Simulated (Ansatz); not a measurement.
GeAsAu:
```
CELL_PARAMETERS angstrom
      3.75740     3.13232     0.00000
     -3.75740     3.13232     0.00000
     -3.05962     0.00000     5.55181
ATOMIC_POSITIONS crystal
  Ge 0.80679 0.43543 0.07886
  Ge 0.43543 0.80679 0.92114
  As 0.19189 0.56242 0.41500
  As 0.56242 0.19189 0.58500
  Au 0.50048 0.00300 0.24690
  Au 0.00300 0.50048 0.75310
```

Relaxed with r²SCAN.

**Question.** Map the electron localisation function on the plane through (0.435, 0.807, 0.921) spanned by u = [0, 1, 1] and v = [1, -1, 1] in lattice vectors, from plane-wave PAW r²SCAN (Ansatz code).

**Answer.** x is the fraction of u, y of v (the angle between them is 90°; rows are the nearest grid lines); atoms in the plane: Ge at (0.00, 0.00), As at (0.53, 0.14), Au at (0.26, 0.06), Au at (0.26, 0.57).
```
|1014674457777643357778998754210013443001|
|0024675345665433223478887776652112444200|
|2345665334444432111267777777764112344432|
|4455542222221110000156764457876211245554|
|5554321111000000000156764357876310124555|
|2210000011111111100156776678876200011232|
|1100001223333322211156788888875200000111|
|0000123445555433332124677887752100000000|
|0011233567777643443211234544210000000000|
|0112234577887653443211112221100000000000|
|1122333578998754333200000000000001100011|
|1223333577887754332100000000000122221111|
|2222333356666543321000000000023566554322|
|2212223345565543210000000000135666555432|
|3211111223333321000000000001256554444443|
|3110001111222110000122210001355543234443|
|3200000000000000124567653111354421013443|
|5310001223333223567778876421244432124555|
|7521112344444334678767787521134443345677|
|8654433456666434788522477631112445679998|
|6555543567776533798442367631001346799876|
|2345654568998643688623576531000124665432|
|0025664468998643588755777631000013554200|
|1014674457777643357778998754210013443001|
```
Scale: ten equal steps from 0.009 (start of '0') to 0.778 (end of '9'), in the order '0123456789'; x runs from 0.000 to 1.00, y from 0.000 (bottom) to 1.00 (top).

The density is the valence pseudo-density with augmentation charge, so density and ELF within about 1 Å of a nucleus are not all-electron values.

Space group C2. The first step of the workflow began from a Materials Project structure, measured or hypothetical; the Crystallography Open Database copy checked does not list it. With Ge and As taken as one species the cell has the higher symmetry C2/c, so it may be an ordered model of a mixed-site phase. Whether it is the stable phase at ambient conditions was not checked. The r²SCAN relaxation kept the symmetry of its start; its stability against distortions is not shown here. Scalar-relativistic: spin–orbit coupling is off unless named, which matters more the heavier the elements.

Potentials: the later of the program's two PAW sets.
